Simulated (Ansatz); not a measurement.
HfBrN:
Space group Pmmn, origin choice 1 (No. 59); a = 3.562 Å, b = 4.102 Å, c = 8.781 Å, α = β = γ = 90.00°

```tsv
atom	site	symmetry	x	y	z
Hf	2b	mm2	0.5000	0.0000	0.0982
Br	2a	mm2	0.0000	0.0000	0.3343
N	2a	mm2	0.0000	0.0000	0.9655
```

Relaxed with r²SCAN+D4.

Task: Tabulate the valence density and the electron localisation function along the shortest Hf–Br contact (2.73 Å), r²SCAN+D4 (plane waves, PAW; program Ansatz).

Result: 

```csv
distance from Hf (Å),density (e/Å³),ELF
0.27,25.74,0.81
0.41,17.26,0.84
0.55,9.90,0.84
0.68,4.90,0.78
0.82,2.16,0.61
0.96,0.92,0.35
1.09,0.46,0.17
1.23,0.34,0.18
1.37,0.35,0.39
1.50,0.43,0.68
1.64,0.58,0.82
1.78,0.80,0.87
1.91,1.04,0.87
2.05,1.20,0.79
2.19,1.13,0.50
2.32,0.81,0.12
2.46,0.42,0.01
```

The density is the valence pseudo-density with augmentation charge, so density and ELF within about 1 Å of a nucleus are not all-electron values.

The workflow started from a Materials Project entry (that database holds measured and hypothetical structures alike); the Crystallography Open Database files this formula in space group No. 59, but the cells were not matched. Its standing as an ambient phase is unchecked. The cell was relaxed with r²SCAN+D4 under the symmetry of its start; its stability against distortions is not shown here. The run is not spin-polarised. Scalar-relativistic: spin–orbit coupling is off unless named, which matters more the heavier the elements.

Potentials: the later of the program's two PAW sets.
